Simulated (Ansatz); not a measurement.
MoS$_{2}$:
```cif
data_Mo3S6
_chemical_formula_sum 'Mo3 S6'
_space_group_name_H-M_alt 'R3m :H'
_space_group_IT_number 160
_space_group_name_Hall 'R 3 -2"'
_cell_length_a 3.17608
_cell_length_b 3.17608
_cell_length_c 18.67211
_cell_angle_alpha 90.000
_cell_angle_beta 90.000
_cell_angle_gamma 120.000
loop_
_atom_site_label
_atom_site_type_symbol
_atom_site_symmetry_multiplicity
_atom_site_Wyckoff_symbol
_atom_site_fract_x
_atom_site_fract_y
_atom_site_fract_z
_atom_site_occupancy
Mo1 Mo 3 a 0.00000 0.00000 0.00000 1
S1 S 3 a 0.00000 0.00000 0.25023 1
S2 S 3 a 0.00000 0.00000 0.41647 1
```
(The calculation used a cell of 3 atoms; values per cell refer to that cell.)

Relaxed with r²SCAN+D4.

Decompose the optical modes at the zone centre into irreducible representations, and say which are infrared and Raman allowed.

Point group 3m: Γ_opt = 2A1 + 2E. Infrared: A1, E. Raman: A1, E.

Assign frequencies (DFPT, DFT-r²SCAN+D4 in the program Ansatz with PAW potentials; without the LO–TO term).

E 288, E 384, A1 417, A1 470 cm⁻¹.

Symmetry was held in the r²SCAN+D4 relaxation; of distortions, only those at the zone centre were tested. No spin polarisation was allowed.

Potentials: the later of the program's two PAW sets.
